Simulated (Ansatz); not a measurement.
**HfC, one cell by several methods**

```
CELL_PARAMETERS angstrom
0.00000 2.32500 2.32500
2.32500 0.00000 2.32500
2.32500 2.32500 0.00000
ATOMIC_POSITIONS crystal
Hf 0.50000 0.50000 0.50000
C 0.00000 0.00000 0.00000
```

Atom numbers follow the list: Hf1, C2.

The geometry is COD entry 1539502, unchecked; take it as a test cell.

No spin–orbit coupling, which matters for the heavy atoms here.

Methods: DFT, LDA, PAW with Ansatz's default frozen-core files, scalar-relativistic (Ansatz 0.2.0); DFT, LDA, all-electron PAW with datasets made for the crystal, scalar-relativistic (Ansatz 0.2.0); DFT, LDA, all-electron LAPW, scalar-relativistic (Ansatz 0.2.0).

For PAW: a Γ-centred 12×12×12 k mesh, Fermi–Dirac smearing of 0.05 eV, cutoff 420 eV, no spin polarisation; the PAW files were made with PBE, and the program remakes their frozen cores for this functional. The crystal-made all-electron datasets (AE datasets) take a cutoff of 400 eV at this cell. LAPW targets a basis error of 0.25 meV/atom. The Ansatz runs share mesh, smearing and spin set-up. Plane-wave (PAW) pressures include the program's estimate of the Pulay term.

Stress and pressure are positive in compression.

Levels count from the Fermi level.

```tsv
quantity	PAW	AE datasets	LAPW
pressure (GPa)	-11.86	-11.78	-11.78
highest filled level at X (eV)	-0.070	-0.070	-0.070
lowest empty level at X (eV)	5.180	5.179	5.179
highest filled level at U (eV)	-1.665	-1.665	-1.665
lowest empty level at U (eV)	1.501	1.500	1.500
highest filled level at K (eV)	-1.665	-1.665	-1.665
lowest empty level at K (eV)	1.501	1.500	1.500
```
